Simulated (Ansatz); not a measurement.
Zr2C (P4/nmm) was relaxed and computed twice in Ansatz (plane waves, PAW), once with PBE and once with PBEsol.

```tsv
	run 1	run 2
cell	a = b = 3.602 Å, c = 6.903 Å, α = β = γ = 90.00°	a = b = 3.6472 Å, c = 6.9652 Å, α = β = γ = 90.00°
ΔH_f (eV/atom)	-0.01	0.07
B₀ by P(V) fit (GPa)	169	155
```

Task: Which run used which functional?

Result: Run 1 is PBEsol, run 2 is PBE.

Constructed cells (a structure type filled with these elements, in neither database checked): Zr2C, P4/nmm (Zr on 2a, Zr on 2c, C on 2c). All cells were relaxed under the symmetry of their starts (and spin orders); stability against distortions was not tested throughout. Rows with no word on spin ran without spin polarisation. Spin–orbit coupling is left out wherever it is not named.

Potentials: the later of the program's two PAW sets.

Ansatz (a program for electronic structure) is a plane-wave DFT program.

Formation energies count from the lowest solids of the elements computed at the same level, not from gases.
